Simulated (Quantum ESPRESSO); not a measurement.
## Kohn-Sham bands of InGaAs₂ (P-4m2)

```yaml
crystal:
  lattice:
    - [4.22500, 0.00000, 0.00000]
    - [0.00000, 4.22500, 0.00000]
    - [0.00000, 0.00000, 5.96215]
  atoms:
    - { symbol: In, position: [0.00000, 0.00000, 0.50000] }
    - { symbol: Ga, position: [0.50000, 0.50000, 0.00000] }
    - { symbol: As, position: [0.50000, 0.00000, 0.76848] }
    - { symbol: As, position: [0.00000, 0.50000, 0.23152] }
```

Structure: Materials Project mp-1223781, symmetrised, not relaxed again. Not found in the COD (Crystallography Open Database) copy used; not checked further. Computed values, not measurements, from LDA: Quantum ESPRESSO (norm-conserving PseudoDojo potentials, cutoff 64 Ry, no spin polarisation, no spin-orbit coupling) on a Γ-centred 8×8×6 mesh, then Wannier90. Density: 8×8×6 mesh, cold smearing 0.01 Ry. Spin-orbit coupling is left out although heavy elements are present.

List the Kohn-Sham levels between −8 and 3.0 eV relative to the Fermi level at the high-symmetry points, as a band run of pw.x on that density gives them (levels within 2 meV counted together).


```tsv
point	k (reciprocal lattice)	levels (eV)
Γ	0.000 0.000 0.000	-6.14, -2.39 (×2), -0.59, -0.11, 0.00 (×2), 1.52, 1.73
X	0.000 0.500 0.000	-5.49, -4.95, -2.99, -2.76, -1.36, -0.82, 1.87, 2.83
M	0.500 0.500 0.000	-6.61, -5.72, -2.45, -2.32 (×2), -2.16, 1.48 (×2), 1.61, 1.92
Z	0.000 0.000 0.500	-4.03, -3.93, -1.77 (×2), -1.17 (×2), 1.76, 1.96, 2.66
R	0.000 0.500 0.500	-6.16, -5.80, -1.32, -1.00, -0.97, -0.74, 0.38, 0.86
A	0.500 0.500 0.500	-6.52, -5.50, -3.07, -2.97, -2.88 (×2)
```
